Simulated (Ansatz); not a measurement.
MoS2:
```
CELL_PARAMETERS angstrom
      3.12776     0.00000     0.00000
     -1.56388     2.70872     0.00000
      0.00000     0.00000    12.19935
ATOMIC_POSITIONS crystal
  Mo 0.00000 0.00000 0.25000
  Mo 0.00000 0.00000 0.75000
  S  0.33333 0.66667 0.37714
  S  0.66667 0.33333 0.62286
  S  0.66667 0.33333 0.87714
  S  0.33333 0.66667 0.12286
```

Relaxed with LDA. Special points in fractions of this cell's reciprocal vectors: Γ (0.000, 0.000, 0.000); M (0.500, 0.000, 0.000); K (0.333, 0.333, 0.000); A (0.000, 0.000, 0.500); L (0.500, 0.000, 0.500); H (0.333, 0.333, 0.500).

Question: List the band energies nearest the valence-band maximum at these points for DFT-LDA in the program Ansatz with PAW potentials.

Answer: In eV from the valence-band maximum; about four levels below and three above (degenerate sets whole), none deeper than 8.9 eV; points with the same levels are listed once.

| k | below | above |
|---|---|---|
| Γ | -2.26 -2.26 -1.40 -1.24 0.00 | 2.05 2.05 2.22 2.22 |
| M | -1.77 -1.68 -1.55 -1.23 | 1.63 1.68 2.16 |
| K | -3.04 -3.04 -0.79 -0.79 | 1.03 1.05 2.28 2.28 |
| A | -2.26 -2.26 -2.26 -2.26 -0.32 -0.32 | 2.11 2.11 2.11 2.11 |
| L | -1.66 -1.66 -1.33 -1.33 | 1.65 1.65 2.12 2.12 |
| H | -3.00 -3.00 -0.76 -0.76 | 1.04 1.04 2.03 2.03 |

Space group P6_3/mmc. The workflow started from a Materials Project entry (that database holds measured and hypothetical structures alike). Its sites differ from those of the usual phase in this space group: another stacking or structure type. The LDA relaxation kept the symmetry of its start; its stability against distortions is not shown here. No spin polarisation was allowed. A crystal of weakly bound layers computed without a dispersion correction: the cell and the soft elastic constants depend strongly on that. Scalar-relativistic: spin–orbit coupling is off unless named, which matters more the heavier the elements.

Potentials: the earlier of the program's two PAW sets. The files were generated under PBE; for other functionals the program regenerates the frozen cores, and for LDA and PBEsol the local potential too.
